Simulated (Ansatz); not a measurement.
Data:

SnAu:
```cif
data_Au2Sn2
_chemical_formula_sum 'Sn2 Au2'
_space_group_name_H-M_alt 'P63/mmc'
_space_group_IT_number 194
_space_group_name_Hall '-P 6c 2c'
_cell_length_a 4.35864
_cell_length_b 4.35864
_cell_length_c 5.60003
_cell_angle_alpha 90.000
_cell_angle_beta 90.000
_cell_angle_gamma 120.000
loop_
_atom_site_label
_atom_site_type_symbol
_atom_site_symmetry_multiplicity
_atom_site_Wyckoff_symbol
_atom_site_fract_x
_atom_site_fract_y
_atom_site_fract_z
_atom_site_occupancy
Sn1 Sn 2 c 0.33333 0.66667 0.25000 1
Au1 Au 2 a 0.00000 0.00000 0.00000 1
```

This is the r²SCAN-relaxed structure.

All from r²SCAN (plane waves, PAW; program Ansatz), unless another level is named. Predict the bulk modulus (Birch–Murnaghan fit).

844 kbar.

Next, the highest zone-centre frequency?

19.2 meV.

Space group P6_3/mmc (NiAs type). The first step of the workflow began from a Materials Project structure, measured or hypothetical; the Crystallography Open Database files this formula in space group No. 194, but the cells were not matched. Whether it is the stable phase at ambient conditions was not checked. The cell was relaxed with r²SCAN under the symmetry of its start; of distortions, only those at the zone centre were tested. Scalar-relativistic: spin–orbit coupling is off unless named, which matters more the heavier the elements.

Potentials: the later of the program's two PAW sets.
